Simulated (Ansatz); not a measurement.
Total density of states per atom from the program Ansatz at the r²SCAN level (PAW), in 0.25 eV bins, energy from the Fermi level:

```csv
E (eV),states/eV/atom
-7.85,0.21
-7.60,0.20
-7.35,0.08
-7.10,0.16
-6.85,0.12
-6.60,0.11
-6.35,0.10
-6.10,0.10
-5.85,0.09
-5.60,0.11
-5.35,0.16
-5.10,0.17
-4.85,0.22
-4.60,0.29
-4.35,0.34
-4.10,0.30
-3.85,0.27
-3.60,0.31
-3.35,0.33
-3.10,0.33
-2.85,0.30
-2.60,0.42
-2.35,0.49
-2.10,0.45
-1.85,0.32
-1.60,0.53
-1.35,0.59
-1.10,1.10
-0.85,1.53
-0.60,1.66
-0.35,1.56
-0.10,0.94
0.15,0.71
0.40,0.35
0.65,0.33
0.90,0.37
1.15,0.55
1.40,0.45
1.65,0.45
1.90,0.58
2.15,0.75
2.40,0.75
2.65,0.60
2.90,0.67
3.15,0.72
3.40,0.54
3.65,0.37
3.90,0.67
4.15,0.79
4.40,0.94
4.65,0.92
```

**Question.** Pick the material that matches.
A. Zr3Ga2, P4/mbm (Zr on 2a, Zr on 4h, Ga on 4g)
B. AlGaNi6, P4/mmm (Pearson symbol tP8)
C. HfGeRu, P-62m (Hf on 3g, Ge on 2c, Ge on 1b, Ru on 3f)
D. Hf2Ga, I4/mcm (Hf on 8h, Ga on 4a)

**Answer.** D, Hf2Ga, I4/mcm (Hf on 8h, Ga on 4a). Within 0.5 eV of the Fermi level: Hf 5d 78 %, Ga 4p 13 %. Projections are on Löwdin-orthogonalised atomic valence shells; empty p or d shells of many metals are not among them.

The workflow started from a Materials Project entry (that database holds measured and hypothetical structures alike); the Crystallography Open Database files this formula in space group No. 140, but the cells were not matched. Whether it is the stable phase at ambient conditions was not checked. Symmetry was held in the r²SCAN relaxation; whether a distortion lowers the energy is not shown. The run is not spin-polarised. Scalar-relativistic: spin–orbit coupling is off unless named, which matters more the heavier the elements.

Potentials: the earlier of the program's two PAW sets.
